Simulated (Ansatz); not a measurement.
**Profile along the B–B line in TiB2 (AlB2 type, space group P6/mmm)**

TiB2 (AlB2 type, space group P6/mmm)

```yaml
crystal:
  lattice:
    - [3.03199, 0.00000, 0.00000]
    - [-1.51599, 2.62578, 0.00000]
    - [0.00000, 0.00000, 3.22435]
  atoms:
    - { symbol: Ti, position: [0.00000, 0.00000, 0.00000] }
    - { symbol: B, position: [0.33333, 0.66667, 0.50000] }
    - { symbol: B, position: [0.66667, 0.33333, 0.50000] }
```

Fields along a shortest B–B line of a (0001) plane (1.75 Å), from B to B, interpolated on the slice's grid (step about 0.2 Å). These are PBE (plane waves to 420 eV, PAW, scalar-relativistic; Ansatz, a first-principles code) values and carry that method's errors. k mesh 18×18×14. Inside the PAW spheres the values are not all-electron values, and peaks at nuclei hang on which shells count as valence. TiB2 is run without spin polarisation. TiB2 was relaxed with its symmetry unable to fall.

```csv
distance from B (Å),valence electron density (e/Å³),electron localisation function
0.00,0.25,x
0.18,0.39,x
0.35,0.71,x
0.53,0.85,0.60
0.70,0.84,0.83
0.88,0.81,0.86
1.05,0.84,0.82
1.23,0.85,0.61
1.40,0.71,x
1.57,0.40,x
1.75,0.23,x
```

x: too close to a nucleus for the ELF to mean much.

Density on the B–B line (1.75 Å) at its midpoint: 0.81 e/Å³. ELF at that point: 0.9. ELF maximum in the middle third of the B–B line: 0.86, 0.9 Å from B.
